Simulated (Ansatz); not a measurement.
La3Tl (Cu3Au type)

```xyz
4
Lattice="5.0692 0.0000 0.0000 0.0000 5.0692 0.0000 0.0000 0.0000 5.0692" Properties=species:S:1:pos:R:3 pbc="T T T"
La     0.0000     2.5346     2.5346
La     2.5346     0.0000     2.5346
La     2.5346     2.5346     0.0000
Tl     0.0000     0.0000     0.0000
```

The slice is a {100} plane (indices of the conventional cell) through the point (0.000, 0.000, 0.000) (fractional), spanned by u = [100] and v = [010] in vectors of this cell: u (5.07 Å) and v (5.07 Å, at 90° to u). It covers one period; positions are fractions (u, v).

Level of theory: r2SCAN (plane waves to 500 eV, PAW, scalar-relativistic; Ansatz, a program for electronic structure). k mesh 9×9×9. Inside the PAW spheres the values are not all-electron values, and peaks at nuclei hang on which shells count as valence. La3Tl is run without spin polarisation. La3Tl was relaxed with its symmetry unable to fall. Spin-orbit coupling is left out, though Tl is heavy.

What is the ELF at the density minimum of the shortest La–Tl line in this plane (3.58 Å)?

0.2.

What is the valence density on the shortest La–Tl line in this plane (3.58 Å), at its minimum between the atoms?

0.12 e/Å³.

Sketch the valence electron density on this plane as a map.


```
|@@@%#*=-::.           .::-=*#%@@|
|@@%#*+=-:..           ..:-=+*#%@|
|%%##*+=-:..           ..:-=+*##%|
|##**+=-::..           ..::-=+**#|
|**++=--:...           ...:--=++*|
|+===--:...             ...:--===|
|----::.....................::---|
|:::::........:::::::........::::|
|::.........::--===--::.........:|
|...... ...:--==+++==--:... .....|
|       ..:-==++***++==-:..      |
|       ..:-=+*******+=-:..      |
|       .:-=+*********+=-:.      |
|       .:-=+*********+=-:.      |
|       .:=+***********+=:.      |
|       .:=+***********+=:.      |
|       .:=+***********+=:.      |
|       .:-=+*********+=-:.      |
|       .:-=+*********+=-:.      |
|       ..:-=+*******+=-:..      |
|       ..:-==++***++==-:..      |
|...... ...:--==+++==--:... .....|
|::.........::--===--::.........:|
|:::::........:::::::........::::|
|----::.....................::---|
|+===--:...             ...:--===|
|**++=--:...           ...:--=++*|
|##**+=-::..           ..::-=+**#|
|%%##*+=-:..           ..:-=+*##%|
|@@%#*+=-:..           ..:-=+*#%@|
|@@@%#*=-::.           .::-=*#%@@|
|@@@%#*+-::.           .::-+*#%@@|
```
Scale: ten equal steps from -1.17 (start of ' ') to 0.96 (end of '@'), in the order ' .:-=+*#%@'. Values: log₁₀ of the valence density in e/Å³. The map has 32 points along u (one character each, u = 0 at the left) and 32 along v (v = 0 in the bottom row). The scale is logarithmic, as a density can span decades between atoms and voids.
